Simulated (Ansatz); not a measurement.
Li₂O₂:
```cif
data_Li4O4
_chemical_formula_sum 'Li4 O4'
_space_group_name_H-M_alt 'P63/mmc'
_space_group_IT_number 194
_space_group_name_Hall '-P 6c 2c'
_cell_length_a 3.12275
_cell_length_b 3.12275
_cell_length_c 7.56491
_cell_angle_alpha 90.000
_cell_angle_beta 90.000
_cell_angle_gamma 120.000
loop_
_atom_site_label
_atom_site_type_symbol
_atom_site_symmetry_multiplicity
_atom_site_Wyckoff_symbol
_atom_site_fract_x
_atom_site_fract_y
_atom_site_fract_z
_atom_site_occupancy
Li1 Li 2 a 0.00000 0.00000 0.00000 1
Li2 Li 2 c 0.33333 0.66667 0.25000 1
O1 O 4 f 0.66667 0.33333 0.14933 1
```

Relaxed with PBEsol. Plane-wave PAW PBEsol (Ansatz code) gives a gap of 2.20 eV.

What gap does HSE06 give on the same cell (Ansatz, PAW)?

4.51 eV, 2.31 eV more. The hybrid was solved on a coarser mesh and at special points; its gap is the smallest among all of these.

| k | v1 PBEsol | c1 PBEsol | v1 HSE06 | c1 HSE06 |
|---|---|---|---|---|
| Γ | -0.01 | 2.20 | -0.01 | 4.51 |
| A | -0.14 | 3.38 | ? | ? |
| K | -1.04 | 3.68 | ? | ? |
| H | -1.33 | 3.44 | ? | ? |
| M | -0.14 | 3.09 | ? | ? |
| L | -0.56 | 3.37 | -0.59 | 5.86 |

Top valence (v1) and lowest conduction level (c1) in eV from each method's valence maximum (which need not be a listed point): supply the withheld HSE06 values.


- K, v1 HSE06: -1.08
- K, c1 HSE06: 6.18
- A, v1 HSE06: -0.15
- A, c1 HSE06: 5.84
- M, v1 HSE06: -0.16
- M, c1 HSE06: 5.47
- H, v1 HSE06: -1.40
- H, c1 HSE06: 5.95

Cost on shared cores: the PBEsol run (SCF on a 10×10×4 mesh, then bands and DOS) around 40 core-seconds (rough), the HSE06 run (SCF on 6×6×2, then a few points) around 2.7 core-minutes (rough); the tasks are unlike.

Space group P6_3/mmc. The workflow started from a Materials Project entry (that database holds measured and hypothetical structures alike); the Crystallography Open Database files this formula in space group No. 194, but the cells were not matched. Whether it is the stable phase at ambient conditions was not checked. Symmetry was held in the PBEsol relaxation; its stability against distortions is not shown here.

Potentials: the later of the program's two PAW sets.
